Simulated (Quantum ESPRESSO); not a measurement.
pw.x input (Quantum ESPRESSO 7.5; PBEsol, PseudoDojo standard norm-conserving files, scalar-relativistic):

```
&CONTROL
  calculation = 'scf'
  pseudo_dir = './pseudo'
  outdir = './out'
  tprnfor = .true.
  tstress = .true.
/
&SYSTEM
  ibrav = 0
  nat = 4
  ntyp = 1
  ecutwfc = 84.0
  ecutrho = 336.0
  occupations = 'smearing'
  smearing = 'fd'
  degauss = 0.002
  nbnd = 14
/
&ELECTRONS
  conv_thr = 4e-10
/
ATOMIC_SPECIES
N 14.0070 N.upf
CELL_PARAMETERS angstrom
  4.084060000000   0.000000000000   0.000000000000
  0.000000000000   4.084060000000   0.000000000000
  0.000000000000   0.000000000000   5.345910000000
ATOMIC_POSITIONS crystal
N   0.904280000000   0.904280000000   0.000000000000
N   0.095720000000   0.095720000000   0.000000000000
N   0.595720000000   0.404280000000   0.500000000000
N   0.404280000000   0.595720000000   0.500000000000
K_POINTS automatic
8 8 6 0 0 0
```

End of the output:

```

[...]
     the Fermi energy is    -3.3972 ev
!    total energy              =     -82.66889755 Ry
     estimated scf accuracy    <          4.3E-11 Ry
     smearing contrib. (-TS)   =       0.00000000 Ry
     internal energy E=F+TS    =     -82.66889755 Ry
     The total energy is F=E-TS. E is the sum of the following terms:
     one-electron contribution =     -58.06209193 Ry
     hartree contribution      =      34.22777770 Ry
     xc contribution           =     -23.34053659 Ry
     ewald contribution        =     -35.49404673 Ry
     convergence has been achieved in   8 iterations
     Forces acting on atoms (cartesian axes, Ry/au):
     atom    1 type  1   force =     0.01329570    0.01329570   -0.00000000
     atom    2 type  1   force =    -0.01329570   -0.01329570   -0.00000000
     atom    3 type  1   force =    -0.01329570    0.01329570    0.00000000
     atom    4 type  1   force =     0.01329570   -0.01329570    0.00000000
     Total force =     0.037606     Total SCF correction =     0.000008
     Computing stress (Cartesian axis) and pressure
          total   stress  (Ry/bohr**3)                   (kbar)     P=       -3.19
  -0.00004361   0.00000000   0.00000000           -6.42        0.00        0.00
   0.00000000  -0.00004361   0.00000000            0.00       -6.42        0.00
   0.00000000   0.00000000   0.00002210            0.00        0.00        3.25
```
In a gapped system the printed Fermi energy is only some level inside the gap.

Geometry of the Materials Project entry, not relaxed at this level.
